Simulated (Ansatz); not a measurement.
# Relaxation path: rocksalt TiN (100), 2 layers

DFT, PBE, PAW with Ansatz's default frozen-core files, scalar-relativistic (Ansatz 0.2.0); a Γ-centred 12×12×1 k mesh, Fermi–Dirac smearing of 0.08 eV, no spin polarisation. The run relaxes the atoms in the fixed cell.

Command: `ansatz run input.yaml --threads 1 --pin off --max-ram 3584MiB --backend cpu --events-out ev --progress --plain --runs-dir out` It took 50 s on 1 thread of Intel(R) Xeon(R) Platinum 8488C (Sapphire Rapids), on a shared host, peak memory 0.47 GiB.

```yaml
crystal:
  lattice:
    - [3.0032769429, 0.0, 0.0]
    - [0.0, 3.0032769429, 0.0]
    - [0.0, 0.0, 18.1236]
  atoms:
    - { symbol: Ti, position: [0.0, 0.0, 0.4414123714] }
    - { symbol: "N", position: [0.5, 0.5, 0.4414123714] }
    - { symbol: Ti, position: [0.5, 0.5, 0.5585876286] }
    - { symbol: "N", position: [0.0, 0.0, 0.5585876286] }
kpoints:
  mp_grid: { grid: [12, 12, 1] }
scf:
  occupations: { method: fermi_dirac, width: 0.08 }
hamiltonian:
  xc: pbe
  pseudopotentials: { kind: paw }
output:
  forces: true
  stress: true
  eigenvalues: true
  write_density: true
  write_potential: true
  elf: true
  volumetric_format: npy
relax:
  f_tol: 0.01
  max_steps: 40
efield:
  axis: 3
  amplitude: 0
  dipole_correction: true
```

Each step lists its free energy a cell above the last geometry, and Cartesian positions (Å) with forces (eV/Å).

The first step:

```
step 1  dF = 178.82 meV
  Ti 0.0000 0.0000 8.0000   0.0000 0.0000 1.6159
  N 1.5016 1.5016 8.0000   0.0000 0.0000 -0.3416
  Ti 1.5016 1.5016 10.1236   0.0000 0.0000 -1.6159
  N 0.0000 0.0000 10.1236   0.0000 0.0000 0.3416
```

Where does the relaxation end, and by which steps?

After 5 geometries, with a shortest distance of 2.064 Å. The further steps:
```
step 2  dF = 2.48 meV
  Ti 0.0000 0.0000 8.1061   0.0000 0.0000 -0.0316
  N 1.5016 1.5016 7.9391   0.0000 0.0000 0.1278
  Ti 1.5016 1.5016 10.0175   0.0000 0.0000 0.0316
  N 0.0000 0.0000 10.1845   0.0000 0.0000 -0.1278
step 3  dF = 0.75 meV
  Ti 0.0000 0.0000 8.1020   0.0000 0.0000 0.0234
  N 1.5016 1.5016 7.9476   0.0000 0.0000 0.0730
  Ti 1.5016 1.5016 10.0216   0.0000 0.0000 -0.0234
  N 0.0000 0.0000 10.1760   0.0000 0.0000 -0.0730
step 4  dF = 0.07 meV
  Ti 0.0000 0.0000 8.1037   0.0000 0.0000 -0.0369
  N 1.5016 1.5016 7.9583   0.0000 0.0000 -0.0077
  Ti 1.5016 1.5016 10.0199   0.0000 0.0000 0.0369
  N 0.0000 0.0000 10.1653   0.0000 0.0000 0.0077
step 5  dF = 0.00 meV
  Ti 0.0000 0.0000 8.1018   0.0000 0.0000 0.0000
  N 1.5016 1.5016 7.9580   0.0000 0.0000 -0.0005
  Ti 1.5016 1.5016 10.0218   0.0000 0.0000 0.0000
  N 0.0000 0.0000 10.1656   0.0000 0.0000 0.0005
step 6  dF = 0.00 meV  (same geometry, solved once more)
  Ti 0.0000 0.0000 8.1018   0.0000 0.0000 0.0002
  N 1.5016 1.5016 7.9580   0.0000 0.0000 -0.0002
  Ti 1.5016 1.5016 10.0218   0.0000 0.0000 -0.0002
  N 0.0000 0.0000 10.1656   0.0000 0.0000 0.0002
```
